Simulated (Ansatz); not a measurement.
A distorted cell of Sb (A7 type, space group R-3m):

```
Sb
1.0
    2.18908     1.26386     3.72830
   -2.18908     1.26386     3.72830
    0.00000    -2.52773     3.72830
Sb
2
Cartesian
  0.00000   0.00000   2.62490
  0.00000   0.00000   8.55999
```

The numbers are results of PBE-D3(BJ) (plane waves to 420 eV, PAW, scalar-relativistic; Ansatz, a first-principles code), not measurements. k mesh 13×13×13 (Γ-centred), Fermi-Dirac smearing 0.05 eV. Energies are smeared free energies. Compression counts positive. Sb was relaxed with its symmetry unable to fall. Spin-orbit coupling is left out, though Sb is heavy.

Problem. What is the stress tensor (GPa)?

Solution. 
```
   -1.9      0.0      0.0
    0.0     -1.9      0.0
    0.0      0.0     -1.3
```
The pressure, a third of the trace, is -1.7 GPa.

Problem. It is the relaxed cell scaled evenly to V/V₀ = 1.040, atoms relaxed where free. What is its energy relative to the relaxed cell?

Solution. 6 meV/atom.

(A scan under strain: stresses follow from slopes of the energy per volume, elastic moduli from its curvatures.)
